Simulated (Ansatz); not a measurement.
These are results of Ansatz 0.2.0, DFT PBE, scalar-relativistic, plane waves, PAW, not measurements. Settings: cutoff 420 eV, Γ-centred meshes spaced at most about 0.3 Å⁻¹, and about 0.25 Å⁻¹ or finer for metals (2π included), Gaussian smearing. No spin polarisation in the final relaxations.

Temperature and zero-point effects are left out.

Two relaxed structures of Zr4Cl:

A.

```yaml
crystal:
  lattice:
    - [2.88499, 1.66565, 4.99907]
    - [-2.88499, 1.66565, 4.99907]
    - [0.00000, -3.33130, 4.99907]
  atoms:
    - { symbol: Zr, position: [0.00000, 0.00000, 0.50000] }
    - { symbol: Zr, position: [0.50000, 0.00000, 0.00000] }
    - { symbol: Zr, position: [0.00000, 0.50000, 0.00000] }
    - { symbol: Zr, position: [0.00000, 0.00000, 0.00000] }
    - { symbol: Cl, position: [0.50000, 0.50000, 0.50000] }
```

B.

```yaml
crystal:
  lattice:
    - [8.03043, 0.00000, 0.00000]
    - [0.00000, 8.03043, 0.00000]
    - [0.00000, 0.00000, 2.88478]
  atoms:
    - { symbol: Zr, position: [0.69897, 0.00000, 0.50000] }
    - { symbol: Zr, position: [0.30103, 0.00000, 0.50000] }
    - { symbol: Zr, position: [0.00000, 0.69897, 0.50000] }
    - { symbol: Zr, position: [0.00000, 0.30103, 0.50000] }
    - { symbol: Cl, position: [0.00000, 0.00000, 0.50000] }
```

Problem. Which would you expect to be lower, and how large is the difference?

Solution. A is lower, by 256 meV/atom. A has space group R-3m (No. 166), 28.8 Å³/atom and no gap on its mesh; B has space group P4/mmm (No. 123), 37.2 Å³/atom and no gap. Counting Zr atoms around Cl (those within 1.25 times the shortest such distance or 1.15 times the sum of covalent radii), A has Cl 6 and B has Cl 4. The denser one is the lower, and pressure would at first widen the difference. Even the lower one lies +0.82 eV/atom against the reference forms of the elements (uncorrected), so neither is stable at this level. In A, Zr on a site of symmetry 2/m is surrounded by 2 Cl at 2.88 Å and 6 Zr at 2.88–3.00 Å; Zr on a site of symmetry -3m is surrounded by 6 Zr at 3.00 Å; Cl is surrounded by 6 Zr at 2.88 Å. In B, around Zr lie 1 Cl at 2.42 Å, 2 Zr at 2.88 Å, 1 Zr at 3.20 Å and 2 Zr at 3.42 Å; Cl has 4 Zr at 2.42 Å and 2 Cl at 2.88 Å. Both come from invented guesses. A third cell relaxed alike, in I4/mmm, lies 1.12 eV/atom below the lower of the two.

A magnetic state wasn't ruled out in cells without spin, among them P4/mmm. Cells relaxed within their symmetry can be saddle points.
